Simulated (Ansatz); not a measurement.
Tl (hcp, Mg type)

Space group P6₃/mmc (No. 194); a = b = 3.520 Å, c = 5.602 Å, α = β = 90.00°, γ = 120.00°

```tsv
atom	site	symmetry	x	y	z
Tl	2d	-6m2	0.6667	0.3333	0.2500
```

E(V) scan at fixed shape, V₀ the volume above. Symmetry pins the atoms to their sites.

Method: r2SCAN (plane waves to 500 eV, PAW, scalar-relativistic; Ansatz, a first-principles code). k mesh 15×15×9 (Γ-centred), Fermi-Dirac smearing 0.05 eV. E stands for the smeared free energy. With the shape held, the modulus is that of even scaling; a crystal free to change shape is softer. Spin-orbit coupling is left out, though Tl is heavy. Tl was relaxed with its symmetry unable to fall. The zero of ΔE is the relaxed starting cell. The last digit holds for this mesh only.

```json
[
 {"V (Å³/atom)": "25.245", "ΔE (meV/atom)": "111.2"},
 {"V (Å³/atom)": "26.046", "ΔE (meV/atom)": "72.2"},
 {"V (Å³/atom)": "26.847", "ΔE (meV/atom)": "43.3"},
 {"V (Å³/atom)": "27.649", "ΔE (meV/atom)": "22.9"},
 {"V (Å³/atom)": "28.451", "ΔE (meV/atom)": "9.6"},
 {"V (Å³/atom)": "29.252", "ΔE (meV/atom)": "2.3"},
 {"V (Å³/atom)": "30.053", "ΔE (meV/atom)": "0.0"},
 {"V (Å³/atom)": "30.855", "ΔE (meV/atom)": "2.0"},
 {"V (Å³/atom)": "31.656", "ΔE (meV/atom)": "7.6"},
 {"V (Å³/atom)": "32.458", "ΔE (meV/atom)": "16.2"},
 {"V (Å³/atom)": "33.259", "ΔE (meV/atom)": "27.4"},
 {"V (Å³/atom)": "34.060", "ΔE (meV/atom)": "40.7"},
 {"V (Å³/atom)": "34.862", "ΔE (meV/atom)": "55.8"}
]
```

Question: What bulk modulus at fixed cell shape B₀ follows from a third-order Birch-Murnaghan fit?

Answer: 31.9 GPa.

Question: What is the fitted pressure derivative B₀′?

Answer: 5.4.

(A scan under strain: stresses follow from slopes of the energy per volume, elastic moduli from its curvatures.)
